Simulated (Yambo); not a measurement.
G0W0@LDA for AlP (wurtzite, space group P6_3mc, No. 186) in Yambo. Reference settings: 6×6×2 Γ-centred k mesh, 179 bands and a 10 Ry block in the screening, 179 bands in G with the Bruneval-Gonze terminator, plasmon pole fitted at 27.2 eV. The LDA gap Γ → M on this mesh is 1.79 eV; G0W0 gaps are taken between the same points.

With and without the terminator, as bands are cut:

```csv
bands in G (in W),"gap, terminator (eV)","gap, none (eV)","valence shift, terminator (eV)","valence shift, none (eV)"
33 (33),2.759,2.635,-0.326,0.010
58 (58),2.770,2.673,-0.589,-0.364
93 (93),2.776,2.702,-0.718,-0.570
136 (136),2.793,2.744,-0.795,-0.702
179 (179),2.804,2.770,-0.836,-0.774
```

Over this range the gap spans 0.045 eV with the terminator and 0.135 eV without, the valence shift 0.510 eV and 0.784 eV. Neither column has reached its limit for certain.

Geometry relaxed with LDA; primitive cell a = b = 3.831 Å, c = 6.287 Å, α = β = 90.00°, γ = 120.00°.

This is not the ordinary phase of the substance; no match was found in the copy of COD used, and its stability was not checked.

A shift is the quasiparticle energy of the state minus its LDA energy.
